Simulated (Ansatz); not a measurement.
Data:

SiNi2:
```
SiNi2
1.0
    4.94592     0.00000     0.00000
    0.00000     3.69299     0.00000
    0.00000     0.00000     7.00232
Si Ni
4 8
Cartesian
  1.43138   0.92325   4.30249
  3.51454   2.76974   2.69983
  1.04158   2.76974   0.80133
  3.90434   0.92325   6.20099
  2.26451   0.92325   2.06355
  2.68141   2.76974   4.93877
  0.20845   2.76974   5.56471
  4.73748   0.92325   1.43761
  1.63189   0.92325   6.58208
  3.31404   2.76974   0.42024
  0.84107   2.76974   3.08092
  4.10485   0.92325   3.92140
```

This is the r²SCAN-relaxed structure.

Question: All from DFT-r²SCAN in the program Ansatz with PAW potentials, unless another level is named. Predict the electronic character.

Answer: metallic (no gap).

Question: And the density of states at the Fermi level?

Answer: 0.49 states/eV per atom (mean over ±0.08 eV).

Question: What about the formation energy from the elements (no fitted shifts)?

Answer: -0.53 eV/atom.

Space group Pnma. The r²SCAN relaxation kept the symmetry of its start. No spin polarisation was allowed. The references are the lowest solids computed at this level, not always the standard phases.

Potentials: the later of the program's two PAW sets.
